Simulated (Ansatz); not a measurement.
Input for Ansatz (plane-wave DFT, PAW):

```yaml
crystal:
  lattice:
    - [2.9797200553, 0.0, 0.0]
    - [-1.4898600276, 2.5805132641, 0.0]
    - [0.0, 0.0, 10.8979776926]
  atoms:
    - { symbol: Li, position: [0.0, 0.0, 0.0] }
    - { symbol: Li, position: [0.0, 0.0, 0.5] }
    - { symbol: Nb, position: [0.3333333333, 0.6666666667, 0.75] }
    - { symbol: Nb, position: [0.6666666667, 0.3333333333, 0.25] }
    - { symbol: O, position: [0.3333333333, 0.6666666667, 0.1268375299] }
    - { symbol: O, position: [0.6666666667, 0.3333333333, 0.6268375299] }
    - { symbol: O, position: [0.3333333333, 0.6666666667, 0.3731624701] }
    - { symbol: O, position: [0.6666666667, 0.3333333333, 0.8731624701] }
basis:
  ecutwfc: 500
kpoints:
  mp_grid: { grid: [12, 12, 4] }
hamiltonian:
  xc: r2scan
scf:
  occupations: { method: gaussian, width: 0.02 }
output:
  forces: true
  stress: true
  eigenvalues: true
relax:
  adjacent_minimum: "off"
  f_tol: 0.01
  max_steps: 30
  cell: { stress_tol: 0.1, fix: [volume] }
```

Run as
```bash
ansatz run input.yaml --threads 2 --pin off --max-ram 5120MiB --backend cpu --events-out ev --progress --plain --runs-dir out
```

All numbers below come from Ansatz 0.2.0, DFT r2SCAN, scalar-relativistic, plane waves, PAW.

Part of what the program printed, abridged:

```
Pseudopotentials: kind: paw
Pseudopotential: Li, paw, valence charge 3, recommended cutoff 500 eV (meta_gga)
Pseudopotential: Nb, paw, valence charge 13, recommended cutoff 500 eV (meta_gga)
Pseudopotential: O, paw, valence charge 6, recommended cutoff 500 eV (meta_gga)
Functional definition: r2SCAN
Crystal: 8 atoms, lattice volume = 83.797 Å³
Basis set: ecut = 500 eV, 2163 PW (Γ), exchange–correlation on 96×96×320 points (64 copies of the dense FFT grid, shifted against one another)
Bands: 36, of which v1, the nominal top of the filled ones, is band 28 counted from 1 (27 counted from 0)
Symmetry: 24 space group operations
Space group: P63/mmc (ITA 194), of the structure as read, at distance tolerance 4.4e-5 Å
k-points: 57 of 576
Initial density: superposition of atomic densities (neutral atoms: chi_scale 0, normalization atom), corrected by the library's trained network
Initial wavefunctions: pseudopotential atomic-orbital guess
Functional: x = r2scan, c = r2scan; τ floored in thin density (d = 2e-4 eV/Å³)
SCF iter   1: F=—  HF=-11821.820936 eV  |F-HF|=—  |Δ(HF+E_count)|=         —  Δρ=1.45e-2  dr2=1.80e-1  dr2_τ=3.04e-1  ethr=1.77e-3  ⟨swp⟩=6.6  Hψ=8310  notcnv=0
SCF iter   2: F=—  HF=-11821.973853 eV  |F-HF|=—  |Δ(HF+E_count)|=   1.53e-1  Δρ=7.17e-3  dr2=1.33e-2  dr2_τ=7.82e-3  ethr=3.21e-4  ⟨swp⟩=2.1  Hψ=3832  notcnv=0  defer=161
SCF iter   3: F=—  HF=-11821.978699 eV  |F-HF|=—  |Δ(HF+E_count)|=   4.85e-3  Δρ=3.32e-3  dr2=3.92e-3  dr2_τ=4.25e-4  ethr=2.37e-5  ⟨swp⟩=3.0  Hψ=3513  notcnv=0  defer=161
SCF iter   4: F=—  HF=-11821.980400 eV  |F-HF|=—  |Δ(HF+E_count)|=   1.70e-3  Δρ=4.99e-4  dr2=1.43e-4  dr2_τ=2.01e-5  ethr=7.01e-6  ⟨swp⟩=2.7  Hψ=3484  notcnv=0  defer=161
SCF iter   5: F=—  HF=-11821.980452 eV  |F-HF|=—  |Δ(HF+E_count)|=   5.13e-5  Δρ=1.22e-4  dr2=1.21e-5  dr2_τ=8.03e-7  ethr=2.55e-7  ⟨swp⟩=2.0  Hψ=2681  notcnv=0  defer=161
SCF iter   6: F=—  HF=-11821.980453 eV  |F-HF|=—  |Δ(HF+E_count)|=   1.28e-6  Δρ=3.19e-5  dr2=9.53e-7  dr2_τ=7.26e-8  ethr=2.17e-8  ⟨swp⟩=2.0  Hψ=2947  notcnv=0  defer=161
SCF iter   7: F=-11821.980453 eV  HF=-11821.980453 eV  |F-HF|=4.93e-8  |Δ(HF+E_count)|=   3.48e-8  Δρ=9.58e-6  dr2=8.41e-8  dr2_τ=1.93e-9  ethr=1.79e-10  ⟨swp⟩=9.0  Hψ=7851  notcnv=0
SCF 1 converged in 7 iterations: F = -11821.980453 eV  dr2 = 8.41e-8
relax step   1: F+E_penalty+E_count = -11821.98045295 eV  Δ(F+E_penalty+E_count) = +0.000e0 eV  max|allowed force component| = 4.340e-1 eV/Å  Δτ_max = 0.0000 Å  P = -14.633 GPa  Ω = 83.797 Å³  fix = [volume]  reactions: volume -14.633 GPa (7 SCF iters, dr2 threshold 1.00e-7 eV, accepted)
Basis set: ecut = 500 eV, 2177 PW (Γ), exchange–correlation on 96×96×320 points (64 copies of the dense FFT grid, shifted against one another)
Initial density: handed on by an earlier stage of this run
Initial wavefunctions: those handed on with the density
SCF iter   1: F=—  HF=-11821.976398 eV  |F-HF|=—  |Δ(HF+E_count)|=         —  Δρ=3.07e-3  dr2=6.89e-3  dr2_τ=1.29e-1  ethr=1.16e-5  ⟨swp⟩=1.6  Hψ=9309  notcnv=0
SCF iter   2: F=—  HF=-11822.004176 eV  |F-HF|=—  |Δ(HF+E_count)|=   2.78e-2  Δρ=1.24e-3  dr2=1.86e-3  dr2_τ=9.43e-5  ethr=1.16e-5  ⟨swp⟩=2.0  Hψ=3990  notcnv=0
SCF iter   3: F=—  HF=-11822.003991 eV  |F-HF|=—  |Δ(HF+E_count)|=   1.85e-4  Δρ=3.64e-4  dr2=1.36e-4  dr2_τ=2.09e-5  ethr=3.32e-6  ⟨swp⟩=2.0  Hψ=2916  notcnv=0
SCF iter   4: F=—  HF=-11822.004007 eV  |F-HF|=—  |Δ(HF+E_count)|=   1.62e-5  Δρ=1.82e-4  dr2=2.83e-5  dr2_τ=4.49e-6  ethr=2.43e-7  ⟨swp⟩=2.0  Hψ=2959  notcnv=0
SCF iter   5: F=—  HF=-11822.004007 eV  |F-HF|=—  |Δ(HF+E_count)|=   5.37e-7  Δρ=7.28e-5  dr2=5.02e-6  dr2_τ=6.11e-7  ethr=5.05e-8  ⟨swp⟩=2.0  Hψ=2945  notcnv=0
SCF iter   6: F=-11822.004007 eV  HF=-11822.004006 eV  |F-HF|=6.56e-8  |Δ(HF+E_count)|=   2.83e-7  Δρ=1.78e-5  dr2=2.34e-7  dr2_τ=1.44e-8  ethr=1.43e-9  ⟨swp⟩=2.8  Hψ=7335  notcnv=0
the search or the solves at the SCF's close seem to have found levels that the self-consistency loop had missed (the run counts 1). By its estimate they hold under 1e-12 electrons; where the run keeps them, the occupations were computed again with them
SCF 2 converged in 6 iterations: F = -11822.004007 eV  dr2 = 2.34e-7
relax step   2: F+E_penalty+E_count = -11822.00400655 eV  Δ(F+E_penalty+E_count) = -2.355e-2 eV  max|allowed force component| = 2.469e-2 eV/Å  Δτ_max = 0.0267 Å  P = -11.991 GPa  Ω = 83.797 Å³  energy of the carried Pulay correction = -3.211e-17 eV  fix = [volume]  reactions: volume -11.991 GPa (6 SCF iters, dr2 threshold 8.00e-7 eV, accepted)
Basis set: ecut = 500 eV, 2175 PW (Γ), exchange–correlation on 96×96×320 points (64 copies of the dense FFT grid, shifted against one another)
SCF iter   1: F=—  HF=-11822.002025 eV  |F-HF|=—  |Δ(HF+E_count)|=         —  Δρ=9.24e-4  dr2=8.86e-4  dr2_τ=2.54e-3  ethr=1.68e-6  ⟨swp⟩=2.5  Hψ=9501  notcnv=0
SCF iter   2: F=—  HF=-11822.003348 eV  |F-HF|=—  |Δ(HF+E_count)|=   1.32e-3  Δρ=4.47e-4  dr2=1.76e-4  dr2_τ=1.52e-5  ethr=1.58e-6  ⟨swp⟩=2.0  Hψ=3640  notcnv=0
SCF iter   3: F=—  HF=-11822.003341 eV  |F-HF|=—  |Δ(HF+E_count)|=   7.23e-6  Δρ=1.50e-4  dr2=2.98e-5  dr2_τ=3.29e-6  ethr=3.14e-7  ⟨swp⟩=2.0  Hψ=2818  notcnv=0
SCF iter   4: F=—  HF=-11822.003339 eV  |F-HF|=—  |Δ(HF+E_count)|=   1.95e-6  Δρ=4.54e-5  dr2=1.94e-6  dr2_τ=2.38e-7  ethr=5.32e-8  ⟨swp⟩=2.0  Hψ=2727  notcnv=0
SCF iter   5: F=-11822.003339 eV  HF=-11822.003339 eV  |F-HF|=1.28e-8  |Δ(HF+E_count)|=   1.57e-7  Δρ=2.05e-5  dr2=2.07e-7  dr2_τ=3.89e-8  ethr=1.43e-9  ⟨swp⟩=5.1  Hψ=7793  notcnv=0
SCF 3 converged in 5 iterations: F = -11822.003339 eV  dr2 = 2.07e-7
relax step   3: F+E_penalty+E_count = -11822.00333894 eV  Δ(F+E_penalty+E_count) = +6.676e-4 eV  max|allowed force component| = 8.642e-2 eV/Å  Δτ_max = 0.0013 Å  P = -12.016 GPa  Ω = 83.797 Å³  energy of the carried Pulay correction = -3.211e-17 eV  fix = [volume]  (5 SCF iters, dr2 threshold 8.00e-7 eV, rejected (line search))
SCF iter   1: F=—  HF=-11822.004654 eV  |F-HF|=—  |Δ(HF+E_count)|=         —  Δρ=5.53e-4  dr2=2.51e-4  dr2_τ=1.30e-3  ethr=4.78e-7  ⟨swp⟩=3.0  Hψ=10177  notcnv=0
SCF iter   2: F=—  HF=-11822.004981 eV  |F-HF|=—  |Δ(HF+E_count)|=   3.27e-4  Δρ=2.48e-4  dr2=4.21e-5  dr2_τ=4.60e-6  ethr=4.49e-7  ⟨swp⟩=2.0  Hψ=3318  notcnv=0
SCF iter   3: F=—  HF=-11822.004982 eV  |F-HF|=—  |Δ(HF+E_count)|=   8.62e-7  Δρ=7.91e-5  dr2=6.69e-6  dr2_τ=6.72e-7  ethr=7.51e-8  ⟨swp⟩=2.7  Hψ=3237  notcnv=0
SCF iter   4: F=—  HF=-11822.004983 eV  |F-HF|=—  |Δ(HF+E_count)|=   1.41e-6  Δρ=2.20e-5  dr2=4.07e-7  dr2_τ=4.87e-8  ethr=1.19e-8  ⟨swp⟩=2.0  Hψ=2761  notcnv=0
SCF iter   5: F=—  HF=-11822.004983 eV  |F-HF|=—  |Δ(HF+E_count)|=   1.09e-7  Δρ=9.92e-6  dr2=4.61e-8  dr2_τ=7.82e-9  ethr=7.26e-10  ⟨swp⟩=2.0  Hψ=3006  notcnv=0
SCF iter   6: F=—  HF=-11822.004983 eV  |F-HF|=—  |Δ(HF+E_count)|=   5.43e-9  Δρ=1.30e-6  dr2=1.58e-9  dr2_τ=6.65e-11  ethr=8.24e-11  ⟨swp⟩=2.3  Hψ=2965  notcnv=0
SCF iter   7: F=-11822.004983 eV  HF=-11822.004983 eV  |F-HF|=0.00e0  |Δ(HF+E_count)|=  5.31e-10  Δρ=3.62e-7  dr2=9.66e-11  dr2_τ=8.65e-12  ethr=1.00e-12  ⟨swp⟩=4.0  Hψ=6443  notcnv=0
SCF 4 converged in 7 iterations: F = -11822.004983 eV  dr2 = 9.66e-11
relax step   4: F+E_penalty+E_count = -11822.00498325 eV  Δ(F+E_penalty+E_count) = -9.767e-4 eV  max|allowed force component| = 7.080e-4 eV/Å  Δτ_max = 0.0008 Å  P = -12.141 GPa  Ω = 83.797 Å³  energy of the carried Pulay correction = -8.027e-18 eV  fix = [volume]  reactions: volume -12.141 GPa (7 SCF iters, accepted)
Basis set: ecut = 500 eV, 2177 PW (Γ), exchange–correlation on 96×96×324 points (64 copies of the dense FFT grid, shifted against one another)
Initial wavefunctions: pseudopotential atomic-orbital guess (no wavefunctions were taken with the density)
SCF iter   1: F=—  HF=-11822.004973 eV  |F-HF|=—  |Δ(HF+E_count)|=         —  Δρ=8.55e-5  dr2=1.60e-7  dr2_τ=4.34e-7  ethr=2.02e-8  ⟨swp⟩=3.6  Hψ=14401  notcnv=0
SCF iter   2: F=—  HF=-11822.004996 eV  |F-HF|=—  |Δ(HF+E_count)|=   2.30e-5  Δρ=4.31e-5  dr2=3.96e-8  dr2_τ=7.19e-7  ethr=2.85e-10  ⟨swp⟩=2.0  Hψ=3534  notcnv=0
SCF iter   3: F=—  HF=-11822.005000 eV  |F-HF|=—  |Δ(HF+E_count)|=   3.65e-6  Δρ=2.03e-6  dr2=2.08e-9  dr2_τ=7.96e-10  ethr=7.07e-11  ⟨swp⟩=2.0  Hψ=3534  notcnv=0
SCF iter   4: F=-11822.005000 eV  HF=-11822.005000 eV  |F-HF|=3.75e-10  |Δ(HF+E_count)|=   2.55e-9  Δρ=6.43e-7  dr2=1.13e-10  dr2_τ=6.60e-11  ethr=1.00e-12  ⟨swp⟩=4.3  Hψ=6618  notcnv=0
SCF 5 converged in 4 iterations: F = -11822.005000 eV  dr2 = 1.13e-10
SCF converged after 4 iterations
Free energy (F): -11822.005000 eV
Harris-Foulkes:  -11822.005000 eV  (|F-HF|=3.75e-10)
Internal energy: -11822.005000 eV  (E = F + TS)
E sigma→0 (E₀):  -11822.005000 eV
Fermi energy:    12.933938 eV
--- Per-component energies (eV) ---
  E_band       = -449.504519
  E_kinetic    = 1534.516121
  E_local      = -3600.492722  (includes V_loc(G=0)·N_el)
  E_nonlocal   = 356.859763
  E_hartree    = 1260.858331
  E_xc         = -656.097653
  E_vxc        = -928.243856  (∫ρ·V_xc dr)
  E_paw        = -6861.491676  (= ΣΔE_a)
  E_vpaw       = -392.306919  (= ΣTr[D̂ρ^β])
  E_aug_tail   = 0.004069  (compensation charges beyond the density's cutoff)
  E_vtau       = 58.442423  (kinetic-family band-sum trace: ∫τ·v_τ [+ j·A + Jᵃ·Aᵃ] dr)
  E_ewald      = -3855.648608
  E_core_change = -0.512625  (= ΣΔE_core)
  E_smearing   =  0.000000  (= −TS)
--- Forces (eV/Å), atoms counted from 1 ---
  atom   1  Li     0.00000000     0.00000000     0.00000000
  atom   2  Li     0.00000000     0.00000000     0.00000000
  atom   3  Nb     0.00000000     0.00000000     0.00000000
  atom   4  Nb     0.00000000     0.00000000     0.00000000
  atom   5  O      0.00000000     0.00000000     0.00066694
  atom   6  O      0.00000000     0.00000000     0.00066694
  atom   7  O      0.00000000     0.00000000    -0.00066694
  atom   8  O      0.00000000     0.00000000    -0.00066694
--- Stress (GPa, compression-positive) ---
      -12.142216       0.000000       0.000000
        0.000000     -12.142216       0.000000
        0.000000       0.000000     -12.137950
  P = ⅓ Tr σ = -12.1408 GPa (-121.408 kbar)
--- Band table (eV; the first three rows and the last of 57) ---
  k-point 0: bands = ["-45.7161", "-45.7161", "-35.7387", "-35.7386", "-21.2850", "-21.2845", "-20.5045", "-20.5045", "-20.5045", "-20.5045", "-9.3100", "-9.2009", "-8.2205", "-8.0831", "4.0684", "4.7836", "6.7817", "6.8315", "6.8315", "6.8566", "6.8566", "7.5320", "7.5320", "7.5809", "7.5809", "8.0665", "11.6287", "12.0504", "13.8176", "13.8176", "13.8695", "13.8695", "14.9800", "15.1593", "15.1593", "15.2012"]
  k-point 1: bands = ["-45.7161", "-45.7161", "-35.7387", "-35.7386", "-21.2850", "-21.2846", "-20.5045", "-20.5045", "-20.5045", "-20.5045", "-9.2955", "-9.2187", "-8.1986", "-8.1018", "4.1480", "4.6398", "6.8350", "6.8350", "6.8527", "6.8527", "6.9963", "7.5393", "7.5393", "7.5739", "7.5739", "7.8875", "11.7092", "12.0039", "13.8252", "13.8252", "13.8619", "13.8619", "15.0082", "15.1646", "15.1674", "15.1674"]
  k-point 2: bands = ["-45.7161", "-45.7161", "-35.7386", "-35.7386", "-21.2848", "-21.2848", "-20.5045", "-20.5045", "-20.5045", "-20.5045", "-9.2587", "-9.2587", "-8.1486", "-8.1486", "4.3654", "4.3654", "6.8436", "6.8436", "6.8436", "6.8436", "7.4566", "7.4566", "7.5568", "7.5568", "7.5568", "7.5568", "11.8731", "11.8731", "13.8436", "13.8436", "13.8436", "13.8436", "15.0821", "15.0821", "15.1872", "15.1872"]
  k-point 56: bands = ["-45.5393", "-45.5393", "-35.7188", "-35.7188", "-21.4155", "-21.4155", "-21.2216", "-21.2216", "-20.9190", "-20.9190", "-8.4757", "-8.4757", "-8.0995", "-8.0995", "4.5621", "4.5621", "5.6564", "5.6564", "5.8176", "5.8176", "6.2591", "6.2591", "7.1019", "7.1019", "7.1375", "7.1375", "11.3999", "11.3999", "14.0102", "14.0102", "16.0597", "16.0597", "16.1581", "16.1581", "16.3929", "16.3929"]
--- Relaxed structure (4 steps of the walk, 3 accepted, 1 SCFs on fresh bases) ---
  F+E_penalty+E_count = -11822.00499955 eV   max|allowed force component| = 6.669e-4 eV/Å   (the final SCF, on the basis selected at the relaxed cell)
  cell:  # Å, volume = 83.7968 Å³
    - [2.96828861, 0.0, 0.0]
    - [-1.48414430, 2.57061334, 0.0]
    - [0.0, 0.0, 10.98207970]
  atoms:
    - { symbol: Li, position: [0.0, 0.0, 0.0] }
    - { symbol: Li, position: [0.0, 0.0, 0.49999999] }
    - { symbol: Nb, position: [0.33333333, 0.66666666, 0.74999999] }
    - { symbol: Nb, position: [0.66666666, 0.33333333, 0.24999999] }
    - { symbol: O, position: [0.33333333, 0.66666666, 0.12921479] }
    - { symbol: O, position: [0.66666666, 0.33333333, 0.62921479] }
    - { symbol: O, position: [0.33333333, 0.66666666, 0.37078520] }
    - { symbol: O, position: [0.66666666, 0.33333333, 0.87078520] }
```

The relaxation met its thresholds.

It took 43 s on 2 threads of Arm Neoverse V2 (shared host), peak memory 0.65 GiB.